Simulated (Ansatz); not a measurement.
CdS:
```yaml
crystal:
  lattice:
    - [0.00000, 2.66963, 2.66963]
    - [2.66963, 0.00000, 2.66963]
    - [2.66963, 2.66963, 0.00000]
  atoms:
    - { symbol: Cd, position: [0.00000, 0.00000, 0.00000] }
    - { symbol: S, position: [0.50000, 0.50000, 0.50000] }
```

Relaxed with LDA. Special points in fractions of this cell's reciprocal vectors: Γ (0.000, 0.000, 0.000); X (0.500, 0.000, 0.500); U (0.625, 0.250, 0.625); K (0.375, 0.375, 0.750); L (0.500, 0.500, 0.500); W (0.500, 0.250, 0.750).

Question: List the band energies nearest the Fermi level at these points for LDA (plane waves, PAW; program Ansatz).

Answer: In eV from the Fermi level; about four levels below and three above (degenerate sets whole), none deeper than 8.9 eV; … stands for higher levels left out; points with the same levels are listed once.

```tsv
k	below	above
Γ	-7.89 -7.89 -7.88 -7.88 -7.88 -1.00 -1.00 -1.00	0.95 …
X	-4.88 -2.55 -2.55 -0.08	5.75 10.03 …
U	-7.06 -4.18 -4.01 -1.69	1.90 6.43 8.63
L	-7.62 -7.62 -5.35 -0.04 -0.04	3.16 5.57 5.57
W	-6.92 -3.71 -3.71 -3.31	3.44 6.59 …
```

Space group Fm-3m (rock salt). This is a known high-pressure phase of the composition, computed here at zero pressure and temperature. The LDA relaxation kept the symmetry of its start; of distortions, only those at the zone centre were tested. A small band overlap can be real or an error of a semilocal functional. The Fermi level of a semimetal is unsure by some 0.05 eV on such meshes. Scalar-relativistic: spin–orbit coupling is off unless named, which matters more the heavier the elements.

Potentials: the later of the program's two PAW sets.
